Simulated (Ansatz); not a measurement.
One starting cell of Be (a randomly generated symmetric cell of Be (space group No. 63)) was relaxed twice with Ansatz (plane waves, PAW, scalar-relativistic): with r2SCAN at 500 eV and with PBE at 420 eV. The r2SCAN result:

```
CELL_PARAMETERS angstrom
      2.26315     0.00000     0.00000
     -1.13158     1.95995     0.00000
      0.00000     0.00000     3.56313
ATOMIC_POSITIONS crystal
  Be 0.33333 0.66667 0.75000
  Be 0.66667 0.33333 0.25000
```

| quantity | r2SCAN | PBE |
|---|---|---|
| space group | P6₃/mmc | P6₃/mmc |
| volume (Å³/atom) | 7.90 | … |
| a (Å) | 2.263 | … |
| c (Å) | 3.563 | … |
| gap (eV, no spin-orbit coupling) | 0.00 | … |

**Question.** What does PBE give for the same quantities?

**Answer.** 
- volume (Å³/atom), PBE: 7.91
- a (Å), PBE: 2.264
- c (Å), PBE: 3.561
- gap (eV, no spin-orbit coupling), PBE: 0.00

Both levels end in the same structure; PBE's volume is within 0.5 % of r2SCAN's. Neither column is exact.

No spin polarisation in the result.

The run could not lose the symmetry of its start; a randomly shaken copy of 4 atoms returns to this structure.

Ansatz is an electronic-structure program.
